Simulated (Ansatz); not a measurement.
Sr3Ti2O7 (space group I4/mmm)

```xyz
12
Lattice="-1.9234 1.9234 10.0056 1.9234 -1.9234 10.0056 1.9234 1.9234 -10.0056" Properties=species:S:1:pos:R:3 pbc="T T T"
Sr     0.0000     0.0000     6.3176
Sr     0.0000     0.0000    13.6935
Sr     0.0000     0.0000    10.0056
Ti     0.0000     0.0000     1.9570
Ti     0.0000     0.0000    18.0541
O      1.9234     0.0000     8.0810
O      0.0000     1.9234     1.9246
O      0.0000     1.9234     8.0810
O      1.9234     0.0000     1.9246
O      0.0000     0.0000    16.1212
O      0.0000     0.0000     3.8899
O      0.0000     0.0000     0.0000
```

These are LDA (plane waves to 420 eV, PAW, scalar-relativistic; Ansatz, a program for electronic structure) values and carry that method's errors. Harmonic phonons by density-functional perturbation theory on a 10×10×10 k mesh, in cm⁻¹; i marks imaginary ones, q is in fractions of the reciprocal vectors of the cell shown, and the three acoustic modes at Γ are left out. The non-analytic (LO-TO) term is not included, so polar modes at Γ have their transverse values. Sr3Ti2O7 is run without spin polarisation. Sr3Ti2O7 was relaxed with its symmetry unable to fall.

Question: Is the structure dynamically stable at Γ?

Answer: No imaginary mode at these points (lowest 87 cm⁻¹ at Γ); other wave vectors were not tested.

Question: Predict the phonon wavenumbers at Γ.

Answer: 
```tsv
q	wavenumbers (cm⁻¹)
Γ	87 (×2), 98 (×2), 125 (×2), 167, 172 (×2), 188, 188 (×2), 189 (×2), 200, 221 (×2), 249, 252 (×2), 278, 291 (×2), 300, 321, 489, 507, 553 (×2), 565 (×2), 632, 708
```
